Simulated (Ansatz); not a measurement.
## A vibration from a frozen displacement in CsH

All numbers below come from Ansatz, DFT LDA, scalar-relativistic, plane waves, PAW. The runs took a 420 eV cutoff, a Γ-centred 8×8×8 mesh and Gaussian smearing (0.05 eV). Spin–orbit coupling is left out, which matters for the heavy elements here. No spin polarisation. Energies are free energies at this smearing, counted from the undisturbed cell; pressure is positive in compression.

Zero of the scan (as given, not relaxed at this level; it stands at -1.3 GPa):

```yaml
crystal:
  lattice:
    - [0.00000, 3.18800, 3.18800]
    - [3.18800, 0.00000, 3.18800]
    - [3.18800, 3.18800, 0.00000]
  atoms:
    - { symbol: Cs, position: [0.00000, 0.00000, 0.00000] }
    - { symbol: H, position: [0.50000, 0.50000, 0.50000] }
```

Every Cs atom is moved by x along the Cartesian unit vector (0.000, 0.000, 1.000); the cell and all other atoms stay fixed. The cell's volume is 64.80 Å³; the moved atoms weigh 132.905 u together and the others 1.008 u. Some rows repeat others by symmetry and weren't run.

```
  x (Å)  ΔE (meV/cell) total force on the moved atoms along the move (eV/Å) pressure (GPa)
-0.2000           9.56                                                0.1011         -1.1668
-0.1750           7.23                                                0.0862         -1.1870
-0.1500           5.25                                                0.0722         -1.2044
-0.1250           3.61                                                0.0590         -1.2190
-0.1000           2.29                                                0.0465         -1.2309
-0.0750           1.28                                                0.0344         -1.2401
-0.0500           0.57                                                0.0227         -1.2466
-0.0250           0.14                                                0.0113         -1.2505
 0.0000           0.00                                                0.0000         -1.2518
 0.0250           0.14                                               -0.0113         -1.2505
 0.0500           0.57                                               -0.0227         -1.2466
 0.0750           1.28                                               -0.0344         -1.2401
 0.1000           2.29                                               -0.0465         -1.2309
 0.1250           3.61                                               -0.0590         -1.2190
 0.1500           5.25                                               -0.0722         -1.2044
 0.1750           7.23                                               -0.0862         -1.1870
 0.2000           9.56                                               -0.1011         -1.1668
```

Problem. What frequency belongs to this motion?

Solution. The force constant is k = −dF/dx = 0.452 eV/Å², from the parabola through x = -0.0250, 0 and 0.0250. In every cell the moved atoms swing against the rest, so the mass is μ = m₁m₂/(m₁ + m₂) = 1.000 u, and ν̃ = 521.5 cm⁻¹ × √(|k|/μ) = 351 cm⁻¹, at this cell's pressure of -1.3 GPa. To first order in x, and within 1 %, the force on every atom lies along the move and, within each of the two groups, in proportion to the atom's mass, so this is itself a mode at the zone centre of this cell, taken without macroscopic field (the transverse frequency in a polar insulator).

Problem. How far does the harmonic law reach?

Solution. At x = -0.200 Å, kx²/2 = 9.04 meV against the computed 9.56 meV (+5.8 %): the well is still close to harmonic there.